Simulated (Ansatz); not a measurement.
## A film clamped to a substrate in Li

Method: DFT r2SCAN, scalar-relativistic, plane waves, PAW in Ansatz. Cutoff 500 eV, Γ-centred 18×18×18 k-points, Gaussian smearing of 0.15 eV. No spin polarisation. Energies are free energies at this smearing, counted from the undisturbed cell; pressure is positive in compression.

The undisturbed cell (as given, not relaxed at this level; it stands at -0.2 GPa; this fcc form isn't the usual structure):

```yaml
crystal:
  lattice:
    - [0.00000, 2.20200, 2.20200]
    - [2.20200, 0.00000, 2.20200]
    - [2.20200, 2.20200, 0.00000]
  atoms:
    - { symbol: Li, position: [0.00000, 0.00000, 0.00000] }
```

The cell (1 atom, V0 = 21.35 Å³) is strained by p along both x and y and by q along z, fractional coordinates fixed. τp = (1/V0) ∂E/∂p = (σxx + σyy)(1 + p)(1 + q) and τq = (1/V0) ∂E/∂q = σzz(1 + p)², with tension positive.

```csv
p,q,ΔE (meV/atom),τp (GPa),τq (GPa)
0.000,0.000,0.00,0.48,0.24
-0.015,0.000,-0.14,-0.35,-0.09
0.015,0.000,1.73,1.24,0.55
0.000,-0.015,-0.23,0.16,-0.01
0.000,0.015,0.71,0.79,0.47
```

Task: Get the second derivatives of the energy density.

Result: Central differences give A = ∂τp/∂p = 53 GPa (C11 + C22 + 2 C12), C = ∂τq/∂q = 16.0 GPa (C33) and the cross term B = ∂τq/∂p = 21.1 GPa (C13 + C23); ∂τp/∂q = 21.1 GPa must equal B, and any difference shows higher-order terms. The ions are clamped. In a cubic crystal C11 = C = 16.0, C12 = B/2 = 10.6 GPa and A should be 2(C11 + C12) = 53 GPa; the bulk modulus is (C11 + 2 C12)/3 = 12.4 GPa.

Task: A film of this crystal grows with z along the normal on a substrate that imposes p. How does its thickness respond, and what does the misfit cost?

Result: Count p and q from the stress-free cell. A free surface needs τq = 0, so q = −(B/C) p = -1.32 p. The energy density left is (A − B²/C) p²/2 = M p², with the biaxial modulus M = 12.6 GPa; a misfit of 1 % costs 0.17 meV/atom, against 0.35 meV/atom if the thickness were held.

In a metal these slopes depend on the k mesh and the smearing.